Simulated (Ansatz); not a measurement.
Data:

P$_{2}$W:
```cif
data_P8W4
_chemical_formula_sum 'P8 W4'
_space_group_name_H-M_alt 'C2/m'
_space_group_IT_number 12
_space_group_name_Hall '-C 2y'
_cell_length_a 8.45699
_cell_length_b 3.14777
_cell_length_c 7.45009
_cell_angle_alpha 90.000
_cell_angle_beta 119.226
_cell_angle_gamma 90.000
loop_
_atom_site_label
_atom_site_type_symbol
_atom_site_symmetry_multiplicity
_atom_site_Wyckoff_symbol
_atom_site_fract_x
_atom_site_fract_y
_atom_site_fract_z
_atom_site_occupancy
P1 P 4 i 0.13855 0.00000 0.02461 1
P2 P 4 i 0.39874 0.00000 0.60056 1
W1 W 4 i 0.15763 0.00000 0.70619 1
```
(The calculation used a cell of 6 atoms; values per cell refer to that cell.)

This is the PBEsol-relaxed structure.

Problem. All from DFT-PBEsol in the program Ansatz with PAW potentials, unless another level is named. Give the highest zone-centre frequency.

Solution. 489 cm⁻¹.

Problem. Predict the bulk modulus (Birch–Murnaghan fit).

Solution. 203 GPa.

The workflow started from a Materials Project entry (that database holds measured and hypothetical structures alike); the Crystallography Open Database files this formula in space group No. 12, but the cells were not matched. Whether it is the stable phase at ambient conditions was not checked. The PBEsol relaxation kept the symmetry of its start; of distortions, only those at the zone centre were tested. The run is not spin-polarised. As this level gives no gap, phonon frequencies hold no LO–TO term and depend on the k-mesh and smearing (Fermi–Dirac, 0.1 eV here). Scalar-relativistic: spin–orbit coupling is off unless named, which matters more the heavier the elements.

Potentials: the earlier of the program's two PAW sets.
